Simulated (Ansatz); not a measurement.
The calculation used DFT PBE, scalar-relativistic, plane waves, PAW in Ansatz. Settings: cutoff 420 eV, Γ-centred meshes spaced at most about 0.3 Å⁻¹, and about 0.25 Å⁻¹ or finer for metals (2π included), Gaussian smearing. No spin polarisation in the final relaxations.

All energies are static (0 K, no zero-point motion). All come from trial cells, and lower structures may exist.

Task: Order these relaxed structures of Be2SbP3 by energy, lowest first, with the energy over the lowest of them.
A.

```cif
data_structure
_symmetry_space_group_name_H-M 'Cmm2'
_symmetry_Int_Tables_number 35
_cell_length_a 6.3577
_cell_length_b 6.6912
_cell_length_c 7.6698
_cell_angle_alpha 90.000
_cell_angle_beta 90.000
_cell_angle_gamma 90.000
_cell_volume 326.28
loop_
_atom_site_label
_atom_site_type_symbol
_atom_site_symmetry_multiplicity
_atom_site_Wyckoff_symbol
_atom_site_fract_x
_atom_site_fract_y
_atom_site_fract_z
_atom_site_occupancy
Be1 Be 4 e 0.50000 0.75424 0.03637 1
Sb1 Sb 2 a 0.00000 0.00000 0.30253 1
P1 P 2 a 0.00000 0.00000 0.84551 1
P2 P 4 d 0.73106 0.00000 0.04533 1
```

B.

```cif
data_structure
_symmetry_space_group_name_H-M 'P3m1'
_symmetry_Int_Tables_number 156
_cell_length_a 3.9995
_cell_length_b 3.9995
_cell_length_c 8.2923
_cell_angle_alpha 90.000
_cell_angle_beta 90.000
_cell_angle_gamma 120.000
_cell_volume 114.87
loop_
_atom_site_label
_atom_site_type_symbol
_atom_site_symmetry_multiplicity
_atom_site_Wyckoff_symbol
_atom_site_fract_x
_atom_site_fract_y
_atom_site_fract_z
_atom_site_occupancy
Be1 Be 1 b 0.33333 0.66667 0.65677 1
Be2 Be 1 b 0.33333 0.66667 0.31852 1
Sb1 Sb 1 a 0.00000 0.00000 0.68284 1
P1 P 1 c 0.66667 0.33333 0.30795 1
P2 P 1 c 0.66667 0.33333 0.04240 1
P3 P 1 a 0.00000 0.00000 0.99151 1
```

C.

```cif
data_structure
_symmetry_space_group_name_H-M 'P1'
_symmetry_Int_Tables_number 1
_cell_length_a 3.6225
_cell_length_b 5.4475
_cell_length_c 6.0639
_cell_angle_alpha 75.170
_cell_angle_beta 77.852
_cell_angle_gamma 71.422
_cell_volume 108.56
loop_
_atom_site_label
_atom_site_type_symbol
_atom_site_symmetry_multiplicity
_atom_site_Wyckoff_symbol
_atom_site_fract_x
_atom_site_fract_y
_atom_site_fract_z
_atom_site_occupancy
Be1 Be 1 a 0.55841 0.70649 0.07653 1
Be2 Be 1 a 0.44109 0.39649 0.87750 1
Sb1 Sb 1 a 0.03491 0.25766 0.58908 1
P1 P 1 a 0.96285 0.86543 0.21997 1
P2 P 1 a 0.07062 0.79566 0.83959 1
P3 P 1 a 0.93212 0.28970 0.08590 1
```

D.

```cif
data_structure
_symmetry_space_group_name_H-M 'P1'
_symmetry_Int_Tables_number 1
_cell_length_a 3.7105
_cell_length_b 5.9288
_cell_length_c 10.5455
_cell_angle_alpha 102.095
_cell_angle_beta 95.501
_cell_angle_gamma 91.453
_cell_volume 225.55
loop_
_atom_site_label
_atom_site_type_symbol
_atom_site_symmetry_multiplicity
_atom_site_Wyckoff_symbol
_atom_site_fract_x
_atom_site_fract_y
_atom_site_fract_z
_atom_site_occupancy
Be1 Be 1 a 0.87510 0.53188 0.50779 1
Be2 Be 1 a 0.04789 0.70223 0.21852 1
Be3 Be 1 a 0.94093 0.69676 0.90168 1
Be4 Be 1 a 0.09486 0.10897 0.30173 1
Sb1 Sb 1 a 0.55432 0.04896 0.60217 1
Sb2 Sb 1 a 0.48543 0.17296 0.98888 1
P1 P 1 a 0.41486 0.61839 0.81943 1
P2 P 1 a 0.61895 0.29522 0.33443 1
P3 P 1 a 0.40655 0.48493 0.60836 1
P4 P 1 a 0.53904 0.51728 0.19223 1
P5 P 1 a 0.01506 0.86895 0.44059 1
P6 P 1 a 0.00702 0.95346 0.08418 1
```

Result: D (0 meV/atom), C (139 meV/atom), A (278 meV/atom), B (304 meV/atom). Forms: D P1; C P1; A Cmm2; B P3m1. Counting P or Sb atoms around Be (for each partner element, those within 1.25 times its shortest distance or 1.15 times the sum of covalent radii, where it is the nearest in units of that sum or under 1.3; a slash parts the counts of unlike sites): D has Be 3/4; C has Be 5; A has Be 6; B has Be 3. D holds P–P pairs (shortest 2.20 Å); C holds P–P units of three or more atoms (shortest 2.22 Å); A holds P–P units of three or more atoms (shortest 2.30 Å); B holds P–P nets (shortest 2.20 Å).

Weakly bound directions are ill-defined at this level, which has no dispersion term (Cmm2, P3m1), and this can change margins and order among such cells. These runs have no spin–orbit coupling, which can matter for Sb. Cells relaxed within their symmetry can be saddle points. The P1 cell of Be2SbP3 came from shaking the Cmm2 one. Some candidate types were left out of the draw beforehand, so a known form may be missing.
